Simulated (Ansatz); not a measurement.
Starting cell, Sc (fcc, Cu type):

```xyz
2
Lattice="0.0000 4.4724 4.4724 2.2362 2.2362 4.4724 2.2362 2.2362 0.0000" Properties=species:S:1:pos:R:3 pbc="T T T"
Sc     0.0000     0.0000     0.0000
Sc     2.2362     4.4724     2.2362
```

The atoms are displaced by Q × the pattern below (from a DFPT mode at X = (0.5, 0.5, 0.0), largest move 1; Q in Å), at fixed cell. It is one choice among 2 degenerate patterns. (q is in reciprocal vectors of the primitive cell; the cell shown is doubled to hold the pattern.)

```csv
atom,x,y,z
Sc1,0.000,1.000,0.000
Sc2,0.000,-1.000,0.000
```

These are LDA (plane waves to 420 eV, PAW, scalar-relativistic; Ansatz, a quantum-chemistry and plane-wave program) values and carry that method's errors. k mesh 18×18×18 (Γ-centred), Fermi-Dirac smearing 0.05 eV. E stands for the smeared free energy. With partly filled bands, energies and forces of such displacements shift with the k mesh and the smearing. Sc is run without spin polarisation. Sc was relaxed with its symmetry unable to fall. This is one of several known forms of Sc; the measured ambient cells at hand have space group No. 194. ΔE is measured from the undisplaced structure. The last digit holds for this mesh only.

```tsv
Q (Å)	ΔE (meV/cell)
-0.2800	485.1
-0.2333	351.4
-0.1867	233.2
-0.1400	withheld
-0.0933	61.1
-0.0467	15.4
0.0000	0.0
0.0467	15.4
0.0933	61.1
0.1400	withheld
0.1867	233.2
0.2333	351.4
0.2800	485.1
```

### Question
Fit an even polynomial form (powers 2, 4, 6) to the given rows and predict ΔE at Q = 0.1400.

### Answer
Least squares on the 11 given rows: ΔE = (7134)·Q² + (-13280)·Q⁴ + (15500)·Q⁶, in meV/cell with Q in Å; root-mean-square residual 0.05 meV/cell. At 0.1400 the fit gives 134.8 meV/cell; the calculation gives 134.9 meV/cell, so the interpolation is off by -0.1 (-0.1 %). The quadratic term alone would give 139.8 meV/cell.

(For displaced atoms, the force is minus the slope of the energy, and its curvature is a force constant, which sets phonon frequencies.)
